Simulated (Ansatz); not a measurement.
Consider the following.

YSi2Ru2:
```xyz
5
Lattice="-2.0834 2.0834 4.7692 2.0834 -2.0834 4.7692 2.0834 2.0834 -4.7692" Properties=species:S:1:pos:R:3 pbc="T T T"
Y      0.0000     0.0000     0.0000
Si     0.0000     0.0000     3.5000
Si     0.0000     0.0000     6.0385
Ru     2.0834     0.0000     2.3846
Ru     0.0000     2.0834     2.3846
```

This is the r²SCAN-relaxed structure.

### Question
All from r²SCAN in the plane-wave PAW code Ansatz, unless another level is named. Predict the electronic character.

### Answer
metallic (no gap).

### Question
Predict the formation energy from the elements (no fitted shifts).

### Answer
-0.98 eV/atom.

### Question
Predict the density of states at the Fermi level.

### Answer
0.42 states/eV per atom (mean over ±0.08 eV).

Space group I4/mmm. The first step of the workflow began from a Materials Project structure, measured or hypothetical; the Crystallography Open Database files this formula in space group No. 139, but the cells were not matched. Its standing as an ambient phase is unchecked. The r²SCAN relaxation kept the symmetry of its start; its stability against distortions is not shown here. The run is not spin-polarised. The references are the lowest solids computed at this level, not always the standard phases. Scalar-relativistic: spin–orbit coupling is off unless named, which matters more the heavier the elements.

Potentials: the earlier of the program's two PAW sets.
